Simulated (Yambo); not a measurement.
**Si: sweep of GW parameters**

G0W0@PBEsol for Si (diamond, space group Fd-3m, No. 227) in Yambo. Reference settings: 4×4×4 Γ-centred k mesh, 148 bands and a 14 Ry block in the screening, 148 bands in G with the Bruneval-Gonze terminator, plasmon pole fitted at 27.2 eV. The PBEsol gap Γ → X on this mesh is 0.60 eV; G0W0 gaps are taken between the same points.

```
change from the reference     G0W0 gap Γ → X (eV)  shift of the valence edge (eV)        rough Yambo cost
----------------------------  -------------------  ------------------------------  ----------------------
reference settings                           1.34                           -0.79                       1
47 bands in G                                1.34                           -0.78                       –
wavefunctions cut at 25 Ry                   1.34                           -0.79  within a factor of two
no point-group symmetry                      1.34                           -0.80                about 2×
47 bands in G, no terminator                 1.25                           -0.53                       –
no terminator                                1.32                           -0.75                       –
```

The reference isn't shown to be the converged limit. Costs are rough (shared machines), scaled to the same edge states, and given only for runs that recompute the screening. The mesh misses a band edge: along a dense path the PBEsol gap is 0.46 eV against 0.60 eV on the mesh.

Geometry relaxed with PBEsol; primitive cell a = 3.841 Å, b = 3.841 Å, c = 3.841 Å, α = 60.00°, β = 60.00°, γ = 60.00°.

A shift is the quasiparticle energy of the state minus its PBEsol energy.
